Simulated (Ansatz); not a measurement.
**MoS₂: is the k mesh converged?**

MoS₂ in a layered hexagonal structure, in a typed cell, not relaxed.

```
CELL_PARAMETERS angstrom
1.59000 -2.75396 0.00000
1.59000 2.75396 0.00000
0.00000 0.00000 12.30000
ATOMIC_POSITIONS crystal
Mo 0.33333 0.66667 0.25000
Mo 0.66667 0.33333 0.75000
S 0.33333 0.66667 0.62250
S 0.66667 0.33333 0.12250
S 0.66667 0.33333 0.37750
S 0.33333 0.66667 0.87750
```

DFT in Ansatz; PBE; Ansatz hand-made PAW at 510 eV; k mesh 6×6×2; fixed occupations; no spin. Harmonic phonons by linear response, frequencies in cm⁻¹, imaginary ones marked i; at Γ the three translations are left out and no LO–TO term is added.

Caveats: coarse k mesh; atoms are off their rest positions; the program warns that the mesh is coarse for the field response.

At 17.95 Å³ an atom it gives top Γ mode (cm⁻¹) 457; lowest Γ mode (cm⁻¹) 31; mean ε∞ 12.24; mean Born charge of Mo (e) -0.86.

Q: Repeat on 8×8×4. Do the numbers hold?

A: 
| k mesh | cutoff (eV) | volume (Å³/atom) | top Γ mode (cm⁻¹) | lowest Γ mode (cm⁻¹) | mean ε∞ | mean Born charge of Mo (e) |
| --- | --- | --- | --- | --- | --- | --- |
| 8×8×4 | 510 | 17.95 | 457 | 31 | 12.41 | -0.86 |

Yes: these numbers hold within 2 %, and no mode moves by more than 1 cm⁻¹.
